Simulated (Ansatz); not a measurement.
**Li3ClO (Pm-3m), one atom moved over a plane**

Method: DFT PBEsol, scalar-relativistic, plane waves, PAW (Ansatz). The runs took a 420 eV cutoff, a Γ-centred 6×6×6 mesh and Gaussian smearing (0.05 eV). No spin polarisation. Energies are free energies at this smearing, counted from the undisturbed cell; pressure is positive in compression.

Zero of the scan (as given, not relaxed at this level; it stands at -2.7 GPa, and it needn't be the usual structure):

```
CELL_PARAMETERS angstrom
3.90834 0.00000 0.00000
0.00000 3.90834 0.00000
0.00000 0.00000 3.90834
ATOMIC_POSITIONS crystal
Li 0.00000 0.50000 0.50000
Li 0.50000 0.00000 0.50000
Li 0.50000 0.50000 0.00000
Cl 0.00000 0.00000 0.00000
O 0.50000 0.50000 0.50000
```

Atom 5 (O) is moved by p along (0.707, 0.707, 0.000) and q along (0.000, 0.000, 1.000) (Å), all else fixed. Points are written (p, q).

Energy above the undisturbed cell in eV/cell (a dash: not computed):

```
 p \ q  -0.450  -0.225  0.000  0.225  0.450
-0.450    1.33    0.84   0.72   0.84   1.33
-0.225    1.04    0.34      ?   0.34   1.04
 0.000    0.96       ?   0.00      ?   0.96
 0.225    1.04    0.34      ?   0.34   1.04
 0.450    1.33    0.84   0.72   0.84   1.33
```

**Question.** Fill in the withheld energies.

**Answer.** (-0.225, 0.000): 0.17; (0.000, -0.225): 0.19; (0.000, 0.225): 0.19; (0.225, 0.000): 0.17.